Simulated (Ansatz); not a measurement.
**Elastic constants of WC (P-6m2), step by step**

```xyz
2
Lattice="2.8837 0.0000 0.0000 -1.4418 2.4973 0.0000 0.0000 0.0000 2.8121" Properties=species:S:1:pos:R:3 pbc="T T T"
W     0.0000    0.0000    0.0000
C     1.4418    0.8324    1.4060
```

The conventional cell has a = 2.884 Å, b = 2.884 Å, c = 2.812 Å, α = 90.00°, β = 90.00°, γ = 120.00°. Around W (atom 1) lie 6 C at 2.18 Å. C (atom 2) is surrounded by 6 W at 2.18 Å.

Level of theory, where no other is named: LDA, all-electron LAPW in Ansatz 0.2.0, scalar-relativistic. k mesh 16×16×14, Fermi-Dirac smearing of 0.050 eV, basis error target 1 meV/atom. The cell was relaxed by PAW under this functional.

The cell is hexagonal and carries a residual pressure of 0.01 GPa at this level. Each strain component that symmetry leaves independent is applied at ±0.008, the ions relax wherever a strain frees them, and the stress (tension positive, GPa) is read. Shears are engineering strains, γ = 2ε.

| strain | size | σxx | σyy | σzz | σyz | σxz | σxy |
| --- | --- | --- | --- | --- | --- | --- | --- |
| xx | -0.008 | -6.2595 | -2.0874 | -1.5530 | 0.0000 | 0.0000 | 0.0000 |
| xx | +0.008 | 5.9117 | 1.9550 | 1.4707 | 0.0000 | 0.0000 | 0.0000 |
| zz | -0.008 | -1.5721 | -1.5721 | -8.4178 | 0.0000 | 0.0000 | 0.0000 |
| zz | +0.008 | 1.4592 | 1.4592 | 7.9866 | 0.0000 | 0.0000 | 0.0000 |
| yz | -0.008 | -0.0365 | -0.0468 | -0.0221 | -2.6404 | 0.0000 | 0.0000 |
| yz | +0.008 | -0.0365 | -0.0468 | -0.0221 | 2.6404 | 0.0000 | 0.0000 |

A central difference gives one constant, for example C11 ≈ (5.9117 − (-6.2595))/(0.016) = 760.7 GPa; the program then imposes the crystal's symmetry on the whole matrix.

(1) What are the independent elastic constants?

(2) Is the crystal stable against homogeneous strain?

(3) What moduli does a random aggregate of grains have?

(4) With the density of 16.059 g/cm³, how fast does sound travel, and what Debye temperature follows?

(5) How far do the constants move if PAW replaces LAPW in the same cell?

Answers

(1) C11 = 760.7, C12 = 252.7, C13 = 189.2, C33 = 1025.3, C44 = 330.1 GPa.

(2) The least eigenvalue of the 6×6 matrix is 254.0 GPa, so yes.

(3) Voigt and Reuss bounds: B from 419.3 to 423.2 and G from 302.0 to 310.5 GPa; their means are B = 421.3 and G = 306.3 GPa. Then E = 9BG/(3B + G) = 739.5 GPa, ν = (3B − 2G)/(6B + 2G) = 0.207 and B/G = 1.38, on the brittle side of Pugh's 1.75 (a rule of thumb).

(4) 

| direction | slow (m/s) | middle (m/s) | fast (m/s) |
| --- | --- | --- | --- |
| x | 3977 | 4533 | 6882 |
| y | 3977 | 4533 | 6882 |
| z | 4533 | 4533 | 7990 |

The mean of v⁻³ over directions and branches gives v_m = 4807 m/s and θ_D = (ħ/k_B) v_m (6π²n)^(1/3) = 662 K, n being atoms per volume. Young's modulus spans 660 to 955 GPa over directions, and the universal anisotropy index is 0.15.

(5) 

```json
{"constant": "C11", "LAPW (GPa)": "760.7", "PAW (GPa)": "762.2", "difference": "1.5"}
{"constant": "C12", "LAPW (GPa)": "252.7", "PAW (GPa)": "254.5", "difference": "1.8"}
{"constant": "C13", "LAPW (GPa)": "189.2", "PAW (GPa)": "191.1", "difference": "1.9"}
{"constant": "C33", "LAPW (GPa)": "1025.3", "PAW (GPa)": "1027.8", "difference": "2.5"}
{"constant": "C44", "LAPW (GPa)": "330.1", "PAW (GPa)": "330.6", "difference": "0.5"}
```

Keep in mind: responses of metals move with mesh and smearing; no spin-orbit coupling on heavy atoms; the frozen-core PAW files of the compared runs were fitted under PBE, their cores solved anew for this functional.
